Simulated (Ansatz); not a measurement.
GaCo (CsCl type, space group No. 221) under volume change, plane-wave PAW r²SCAN (Ansatz code), scaled uniformly.

```csv
V (Å³/atom),E − E(relaxed) (meV/atom),P (GPa)
10.538,66.6,22.54
10.885,27.7,13.66
11.233,6.4,6.16
11.580,0.0,0.00
11.928,5.4,-4.92
12.275,20.8,-9.10
12.622,44.3,-12.53
```

### Question
What does a third-order Birch–Murnaghan fit give for V₀, B₀ and B′?

### Answer
V₀ = 11.58 Å³/atom, B₀ = 184 GPa, B′ = 5.4.

Space group Pm-3m (CsCl type). Symmetry was held in the r²SCAN relaxation. Spin order of the final state: ferromagnetic, the only order run, not a proven ground state. The cell computed holds one magnetic atom, so no antiferromagnetic order was within reach. Other orbital occupations within this spin state were not tried.

Potentials: the later of the program's two PAW sets.
